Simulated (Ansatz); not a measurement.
KHg2 in space group Imma (No. 74; Hg on 8h, K on 4e), PBE (plane waves, PAW; program Ansatz), all energies at zero smearing, with the estimated change up to a 700 eV cutoff added, with one set of potentials and settings (totals compare only within such a set). Cell of 6 atoms (4 Hg, 2 K): -58331.083 eV.

```csv
element,reference phase,E (eV/atom)
Hg,"P6_3/mmc, 2 atoms in the cell",-13813.4607
K,"Im-3m, 1 atoms in the cell",-1537.7858
```

Formation energy per atom, worked out: (-58331.083 − 4×(-13813.4607) − 2×(-1537.7858))/6 = -0.278 eV/atom (-27 kJ per mol of atoms), at 0 K, without zero-point energy or fitted corrections.

The workflow started from an entry of the Crystallography Open Database (COD). Its standing as an ambient phase is unchecked. The cell was relaxed with PBE under the symmetry of its start; its stability against distortions is not shown here. The references are the lowest solids computed at this level, not always the standard phases. Scalar-relativistic: spin–orbit coupling is off unless named, which matters more the heavier the elements.

Potentials: the later of the program's two PAW sets.
